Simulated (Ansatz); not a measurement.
Sc3Al:
```cif
data_AlSc3
_chemical_formula_sum 'Sc3 Al1'
_space_group_name_H-M_alt 'Pm-3m'
_space_group_IT_number 221
_space_group_name_Hall '-P 4 2 3'
_cell_length_a 4.37408
_cell_length_b 4.37408
_cell_length_c 4.37408
_cell_angle_alpha 90.000
_cell_angle_beta 90.000
_cell_angle_gamma 90.000
loop_
_atom_site_label
_atom_site_type_symbol
_atom_site_symmetry_multiplicity
_atom_site_Wyckoff_symbol
_atom_site_fract_x
_atom_site_fract_y
_atom_site_fract_z
_atom_site_occupancy
Sc1 Sc 3 c 0.00000 0.50000 0.50000 1
Al1 Al 1 a 0.00000 0.00000 0.00000 1
```

Relaxed with PBEsol.

Task: Which orbitals make up the states near the Fermi level in the program Ansatz at the PBEsol level (PAW)?

Result: Within 0.5 eV of the Fermi level: Sc 3d 87 %. Projections are on Löwdin-orthogonalised atomic valence shells; empty p or d shells of many metals are not among them.

Task: Tabulate the density of states.

Result: States/eV per cell of 4 atoms, in 0.25 eV bins, energy from the Fermi level.

```
E (eV)  total  Sc 3d  Al 3p  Sc 4s
------  -----  -----  -----  -----
-7.10    0.00   0.00   0.00   0.00
-6.85    0.12   0.00   0.00   0.08
-6.60    0.30   0.01   0.01   0.19
-6.35    0.44   0.01   0.01   0.25
-6.10    0.57   0.02   0.02   0.30
-5.85    0.73   0.04   0.04   0.35
-5.60    1.02   0.07   0.05   0.42
-5.35    1.31   0.13   0.07   0.43
-5.10    1.32   0.21   0.08   0.31
-4.85    1.61   0.43   0.08   0.17
-4.60    0.59   0.23   0.01   0.01
-4.35    0.00   0.00   0.00   0.00
-4.10    0.02   0.00   0.01   0.01
-3.85    0.34   0.04   0.12   0.15
-3.60    0.62   0.08   0.22   0.26
-3.35    0.93   0.15   0.33   0.35
-3.10    1.41   0.29   0.49   0.47
-2.85    2.34   0.63   0.76   0.66
-2.60    2.45   1.02   0.65   0.50
-2.35    1.42   0.47   0.58   0.27
-2.10    2.11   0.79   0.86   0.36
-1.85    1.94   0.89   0.68   0.27
-1.60    1.93   1.18   0.46   0.21
-1.35    2.59   1.34   0.58   0.56
-1.10    7.61   4.63   1.97   0.70
-0.85    5.86   3.73   1.72   0.22
-0.60    1.34   0.93   0.30   0.06
-0.35    2.65   2.21   0.21   0.14
-0.10    4.93   4.34   0.15   0.28
0.15     7.36   6.62   0.15   0.25
0.40     4.73   3.90   0.24   0.18
0.65     3.72   2.78   0.59   0.06
0.90     6.33   5.20   0.56   0.08
1.15     6.69   6.05   0.21   0.08
1.40     2.63   2.44   0.05   0.04
1.65     1.31   1.19   0.01   0.04
1.90     3.46   2.98   0.02   0.20
2.15     5.33   4.56   0.05   0.28
```

The first step of the workflow began from a Materials Project structure, measured or hypothetical; the Crystallography Open Database copy checked does not list it. Whether it is the stable phase at ambient conditions was not checked. The cell was relaxed with PBEsol under the symmetry of its start; whether a distortion lowers the energy is not shown. The run is not spin-polarised.

Potentials: the later of the program's two PAW sets.
